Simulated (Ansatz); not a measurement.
## SnPbO2 (P4mm) at 3 levels of theory

One geometry, relaxed with PBE; plane waves with PAW potentials in Ansatz, scalar-relativistic. No spin polarisation. Gaps are the least over mesh and band path; pressure is positive in compression, and isn't given for hybrids.

```cif
data_structure
_symmetry_space_group_name_H-M 'P4mm'
_symmetry_Int_Tables_number 99
_cell_length_a 3.9451
_cell_length_b 3.9451
_cell_length_c 5.2330
_cell_angle_alpha 90.000
_cell_angle_beta 90.000
_cell_angle_gamma 90.000
_cell_volume 81.45
loop_
_atom_site_label
_atom_site_type_symbol
_atom_site_symmetry_multiplicity
_atom_site_Wyckoff_symbol
_atom_site_fract_x
_atom_site_fract_y
_atom_site_fract_z
_atom_site_occupancy
Sn1 Sn 1 b 0.50000 0.50000 0.21423 1
Pb1 Pb 1 a 0.00000 0.00000 0.76256 1
O1 O 2 c 0.50000 0.00000 0.01161 1
```

| level | cutoff (eV) | k mesh | gap (eV) | pressure (GPa) |
| --- | --- | --- | --- | --- |
| PBE | 420 | 8×8×6 | 1.07 | 0.0 |

Q: What comes out on the same cell with r2SCAN, HSE06?

A:
```
 level  cutoff (eV)  k mesh  gap (eV)  pressure (GPa)
r2SCAN          500   8×8×6      1.33            -3.4
 HSE06          420   6×6×4      1.67               -
```

Spin-orbit coupling matters for the bands of heavy elements and is left out. The cell holds layers, chains or molecules and no dispersion correction was added, so their binding is poorly described.

The cell was found from a structure generator's guess, not taken from experiment.
